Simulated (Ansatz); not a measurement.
Method: DFT PBE, scalar-relativistic, plane waves, PAW in Ansatz. Settings: cutoff 420 eV, Γ-centred meshes spaced at most about 0.3 Å⁻¹, and about 0.25 Å⁻¹ or finer for metals (2π included), Gaussian smearing. No spin polarisation in the final relaxations.

Temperature and zero-point effects are left out.

Two forms of La2AlF were relaxed alike.

1.

```cif
data_structure
_symmetry_space_group_name_H-M 'Fd-3m:1'
_symmetry_Int_Tables_number 227
_cell_length_a 10.6645
_cell_length_b 10.6645
_cell_length_c 10.6645
_cell_angle_alpha 90.000
_cell_angle_beta 90.000
_cell_angle_gamma 90.000
_cell_volume 1212.88
loop_
_atom_site_label
_atom_site_type_symbol
_atom_site_symmetry_multiplicity
_atom_site_Wyckoff_symbol
_atom_site_fract_x
_atom_site_fract_y
_atom_site_fract_z
_atom_site_occupancy
La1 La 16 c 0.12500 0.12500 0.12500 1
Al1 Al 8 b 0.00000 0.00000 0.50000 1
F1 F 8 a 0.25000 0.25000 0.25000 1
```

2.

```cif
data_structure
_symmetry_space_group_name_H-M 'P6/mmm'
_symmetry_Int_Tables_number 191
_cell_length_a 5.5200
_cell_length_b 5.5200
_cell_length_c 3.7835
_cell_angle_alpha 90.000
_cell_angle_beta 90.000
_cell_angle_gamma 120.000
_cell_volume 99.84
loop_
_atom_site_label
_atom_site_type_symbol
_atom_site_symmetry_multiplicity
_atom_site_Wyckoff_symbol
_atom_site_fract_x
_atom_site_fract_y
_atom_site_fract_z
_atom_site_occupancy
La1 La 2 c 0.33333 0.66667 0.00000 1
Al1 Al 1 b 0.00000 0.00000 0.50000 1
F1 F 1 a 0.00000 0.00000 0.00000 1
```

Question: Which is lower in energy, and by how much?

Answer: Cell 2 is lower, by 265 meV/atom. Cell 1 has space group Fd-3m (No. 227), 37.9 Å³/atom and no gap on its mesh; cell 2 has space group P6/mmm (No. 191), 25.0 Å³/atom and no gap. Counting Al or La atoms around F (for each partner element, those within 1.25 times its shortest distance or 1.15 times the sum of covalent radii, where it is the nearest in units of that sum or under 1.3; a plus sign parts groups by distance over the sum of covalent radii), cell 1 has F 4 and cell 2 has F 2+6. The denser one is the lower, and pressure would at first widen the difference. In cell 1, around La lie 2 F at 2.31 Å, 6 La at 3.77 Å and 6 Al at 4.42 Å; around Al lie 12 La at 4.42 Å, 4 Al at 4.62 Å and 4 F at 4.62 Å; F is surrounded by 4 La at 2.31 Å, 4 Al at 4.62 Å and 4 F at 4.62 Å. In cell 2, La is surrounded by 3 F at 3.19 Å, 3 La at 3.19 Å, 6 Al at 3.71 Å and 2 La at 3.78 Å; Al has 2 F at 1.89 Å and 12 La at 3.71 Å; F is surrounded by 2 Al at 1.89 Å and 6 La at 3.19 Å. Both come from invented guesses. A third cell relaxed alike, in P-3m1, lies 0.60 eV/atom below the lower of the two.

A magnetic state wasn't ruled out in cells without spin, among them Fd-3m. Cells relaxed within their symmetry can be saddle points.
